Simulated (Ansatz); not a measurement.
Polymorphs of TaAg, each relaxed with the program Ansatz at the r²SCAN level (PAW):

A: Pmma
a = 4.736 Å, b = 2.767 Å, c = 5.281 Å, α = β = γ = 90.00°

```tsv
atom	site	symmetry	x	y	z
Ag	2e	mm2	0.7500	0.0000	0.1457
Ta	2f	mm2	0.2500	0.5000	0.3510
```

B: L1₀ or tetragonal B2 (P4/mmm)
a = b = 2.825 Å, c = 4.331 Å, α = β = γ = 90.00°

| atom | site | symmetry | x | y | z |
|---|---|---|---|---|---|
| Ag | 1a | 4/mmm | 0.0000 | 0.0000 | 0.0000 |
| Ta | 1d | 4/mmm | 0.5000 | 0.5000 | 0.5000 |

C: Cmcm
a = 2.6857 Å, b = 11.4901 Å, c = 4.5289 Å, α = β = γ = 90.00°

| atom | site | symmetry | x | y | z |
|---|---|---|---|---|---|
| Ta | 4c | m2m | 0.0000 | 0.3180 | 0.2500 |
| Ag | 4c | m2m | 0.0000 | 0.0636 | 0.2500 |

### Question
Rank these by energy per atom at 0 K (lowest first), as r²SCAN gives it.

### Answer
C (+0 meV/atom), B (+62 meV/atom), A (+68 meV/atom)

Typed or built starts, not in the databases checked: A; B; C. All cells were relaxed under the symmetry of their starts (and spin orders); stability against distortions was not tested throughout. Named crystals with no word on spin ran without spin polarisation. Scalar-relativistic: spin–orbit coupling is off unless named, which matters more the heavier the elements.

Energies hold the estimated change up to a 700 eV cutoff; steps of a few meV lie near the error of the meshes.

Potentials: the earlier of the program's two PAW sets. The files were generated under PBE; for other functionals the program regenerates the frozen cores, and for LDA and PBEsol the local potential too.
